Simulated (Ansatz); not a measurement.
VN:
```cif
data_NV
_chemical_formula_sum 'V1 N1'
_space_group_name_H-M_alt 'P 1'
_space_group_IT_number 1
_cell_length_a 2.91083
_cell_length_b 2.91083
_cell_length_c 2.91083
_cell_angle_alpha 60.000
_cell_angle_beta 60.000
_cell_angle_gamma 60.000
loop_
_space_group_symop_operation_xyz
  'x, y, z'
loop_
_atom_site_label
_atom_site_type_symbol
_atom_site_fract_x
_atom_site_fract_y
_atom_site_fract_z
_atom_site_occupancy
V1 V 0.50000 0.50000 0.50000 1
N1 N 0.00000 0.00000 0.00000 1
```

Relaxed with PBE.

Tabulate the valence density and the electron localisation function along the shortest V–N contact (2.06 Å), the program Ansatz at the PBE level (PAW).



```csv
distance from V (Å),density (e/Å³),ELF
0.21,14.15,0.72
0.31,11.36,0.75
0.41,8.25,0.75
0.51,5.36,0.70
0.62,3.12,0.57
0.72,1.68,0.36
0.82,0.92,0.19
0.93,0.62,0.13
1.03,0.57,0.19
1.13,0.64,0.41
1.23,0.82,0.67
1.34,1.12,0.79
1.44,1.58,0.81
1.54,2.20,0.77
1.65,2.88,0.66
1.75,3.40,0.44
1.85,3.61,0.19
```

The density is the valence pseudo-density with augmentation charge, so density and ELF within about 1 Å of a nucleus are not all-electron values.

Space group Fm-3m (rock salt). The PBE relaxation kept the symmetry of its start. At this level the phase is dynamically unstable (imaginary phonons). The workflow began spin-polarised and lost its moments.

Potentials: the later of the program's two PAW sets.
